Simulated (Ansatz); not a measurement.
A generator proposed this cell of RbH6Pt.

```cif
data_structure
_symmetry_space_group_name_H-M 'P6/mmm'
_symmetry_Int_Tables_number 191
_cell_length_a 4.5338
_cell_length_b 4.5338
_cell_length_c 5.3713
_cell_angle_alpha 90.000
_cell_angle_beta 90.000
_cell_angle_gamma 120.000
_cell_volume 95.62
loop_
_atom_site_label
_atom_site_type_symbol
_atom_site_symmetry_multiplicity
_atom_site_Wyckoff_symbol
_atom_site_fract_x
_atom_site_fract_y
_atom_site_fract_z
_atom_site_occupancy
Rb1 Rb 1 a 0.00000 0.00000 0.00000 1
H1 H 6 l 0.58215 0.41785 0.00000 1
Pt1 Pt 1 b 0.00000 0.00000 0.50000 1
```

Method: DFT PBE, scalar-relativistic, plane waves, PAW in Ansatz 0.2.0. Cutoff 420 eV; k points 6×6×4 on the computed 8-atom cell (Γ-centred); Gaussian smearing, width 0.10 eV; no spin polarisation.

Energies over the elements count from the elements' standard structures at the same level (H₂ as a molecule), with no fitted energy shifts.

Question: Estimate its pressure, forces and energy as it stands.

Answer: The pressure is 6.4 GPa (the mean over three directions, positive in compression), the largest force is 1.85 eV/Å, and the energy is +1.10 eV/atom against the elements. The shortest distance is 1.15 Å.

Question: Is it a good guess?

Answer: A rough one: relaxing gains about 0.73 eV/atom (the start's value is from the coarse mesh, so the gain is rough) in 30 ionic steps and ends at +0.37 eV/atom on the finer mesh. The symmetry stays P6/mmm (No. 191). The volume per atom grows by 199.7 %, from 12.0 to 35.8 Å³. The shortest distance goes from 1.15 Å (H–H) to 0.75 Å (H–H). The ratio c/a of the conventional cell changes by a factor of 0.68. Conventional cell: a = 7.417 Å, c = 6.016 Å. Rb has 2 Pt at 3.01 Å and 12 H at 3.73 Å; H has 1 H at 0.75 Å, 2 H at 3.06 Å, 2 Rb at 3.73 Å and 4 H at 3.73 Å; around Pt lie 2 Rb at 3.01 Å.

The last run used a 6×6×6 mesh for its 8-atom cell and Gaussian smearing of 0.10 eV. No dispersion correction is applied, so the spacing and binding between layers, chains or molecules are poorly described. Spin–orbit coupling, which can matter for Pt, is left out. The cell is a metal run without spin; a magnetic state may lie lower. With hydrogen, zero-point motion can shift formation energies by some tens of meV/atom. The relaxation can't lower the symmetry of the start, and the grade says only how near the guess is to its own end. Symmetry constrained the relaxation, so the result can be a saddle point.
